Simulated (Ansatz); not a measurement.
Data:

GePd:
```
CELL_PARAMETERS angstrom
     -1.58301     1.58301     6.83856
      1.58301    -1.58301     6.83856
      1.58301     1.58301    -6.83856
ATOMIC_POSITIONS crystal
  Pd 0.00673 0.00673 0.00000
  Pd 0.75673 0.25673 0.50000
  Ge 0.40927 0.40927 0.00000
  Ge 0.15927 0.65927 0.50000
```

This is the PBE-relaxed structure.

Problem. All from the program Ansatz at the PBE level (PAW), unless another level is named. Predict the electronic character.

Solution. metallic (no gap).

Problem. Next, the density of states at the Fermi level?

Solution. 0.43 states/eV per atom (mean over ±0.08 eV).

Problem. Predict the formation energy from the elements (no fitted shifts).

Solution. -0.26 eV/atom.

Space group I4_1md. The cell is a constructed one: a structure type filled with these elements; neither database checked (COD, Materials Project) lists it. COD files the formula under space group No. 62, so this cell is another polymorph or a model. Whether it is the stable phase at ambient conditions was not checked. The cell was relaxed with PBE under the symmetry of its start; its stability against distortions is not shown here. No spin polarisation was allowed. The references are the lowest solids computed at this level, not always the standard phases. Spin–orbit coupling is left out wherever it is not named.

Potentials: the later of the program's two PAW sets.
